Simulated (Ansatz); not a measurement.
MoW (CsCl type), relaxed with r²SCAN (Ansatz, an electronic-structure program, plane waves, PAW): a = b = c = 3.160 Å, α = β = γ = 90.00°.

- ΔH_f (eV/atom) = -0.01
- B₀ by P(V) fit (GPa) = 295

Q: The same phase is relaxed and computed with PBE in the same code. What are the cell and these values now?

A: a = b = c = 3.172 Å, α = β = γ = 90.00°.

ΔH_f (eV/atom): -0.01
B₀ by P(V) fit (GPa): 280

Typed or built starts, not in the databases checked: MoW, CsCl type. All cells were relaxed under the symmetry of their starts (and spin orders); stability against distortions was not tested throughout. Rows with no word on spin ran without spin polarisation. Scalar-relativistic: spin–orbit coupling is off unless named, which matters more the heavier the elements.

Potentials: the later of the program's two PAW sets.

Ansatz is a plane-wave DFT program.

Formation energies count from the lowest solids of the elements computed at the same level, not from gases.
